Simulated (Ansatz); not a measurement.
Clamped-ion strain scan in Hf

Theory: Ansatz 0.2.0, DFT r2SCAN, scalar-relativistic, plane waves, PAW. Cutoff 500 eV, Γ-centred 18×18×18 k-points, Gaussian smearing of 0.15 eV. Spin–orbit coupling is left out, which can shift energies with elements as heavy as these. No spin polarisation. Energies are free energies at this smearing, counted from the undisturbed cell; pressure is positive in compression.

The starting cell (as given, not relaxed at this level; it stands at 2.7 GPa; this fcc form isn't the usual structure):

```
Hf
1.0
     0.00000    2.22000    2.22000
     2.22000    0.00000    2.22000
     2.22000    2.22000    0.00000
Hf
1
Direct
  0.00000 0.00000 0.00000
```

The cell is strained by ε times the Voigt pattern (1, 0, 0, 0, 0, 0) (xx, yy, zz, yz, xz, xy; engineering shear) with fractional coordinates fixed. The cell is metallic on the mesh throughout.

```csv
ε,ΔE (meV/atom)
-0.0200,11.6
-0.0150,7.9
-0.0100,4.8
-0.0050,2.1
0.0000,0.0
0.0050,-1.6
0.0100,-2.7
0.0150,-3.3
0.0175,-3.4
0.0200,-3.4
```

(1) Predict the pressure (GPa) at each point.

## Answers

(1)
| ε | pressure (GPa) |
| --- | --- |
| -0.0200 | 5.0 |
| -0.0150 | 4.4 |
| -0.0100 | 3.8 |
| -0.0050 | 3.3 |
| 0.0000 | 2.7 |
| 0.0050 | 2.2 |
| 0.0100 | 1.6 |
| 0.0150 | 1.1 |
| 0.0175 | 0.9 |
| 0.0200 | 0.6 |